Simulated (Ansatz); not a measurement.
**WC (Fm-3m), a sublattice moved along a line**

Level of theory: Ansatz 0.2.0, DFT LDA, scalar-relativistic, plane waves, PAW. The runs took a 420 eV cutoff, a Γ-centred 18×18×18 mesh and Gaussian smearing (0.15 eV). Spin–orbit coupling is left out, which can shift energies with elements as heavy as these. No spin polarisation. Energies are free energies at this smearing, counted from the undisturbed cell; pressure is positive in compression.

Zero of the scan (as given, not relaxed at this level; it stands at -16.0 GPa; this rock-salt form isn't the usual structure):

```
CELL_PARAMETERS angstrom
0.00000 2.19268 2.19268
2.19268 0.00000 2.19268
2.19268 2.19268 0.00000
ATOMIC_POSITIONS crystal
W 0.00000 0.00000 0.00000
C 0.50000 0.50000 0.50000
```

Every W atom is moved by x along the Cartesian unit vector (0.000, -0.707, -0.707); the cell and all other atoms stay fixed. The cell is metallic on the mesh throughout. At -16 GPa the given cell is far from its own equilibrium, so these figures belong to a strongly strained crystal.

```csv
x (Å),ΔE (meV/cell)
-0.5000,1031.8
-0.2500,213.3
0.0000,0.0
0.1250,47.5
0.3750,529.2
```

(1) Predict the force along x on the moved atoms (eV/Å) at each point.

Answers

(1)
```
  x (Å) force along x on the moved atoms (eV/Å)
-0.5000                                     4.85
-0.2500                                     1.84
 0.0000                                     0.00
 0.1250                                    -0.82
 0.3750                                    -3.31
```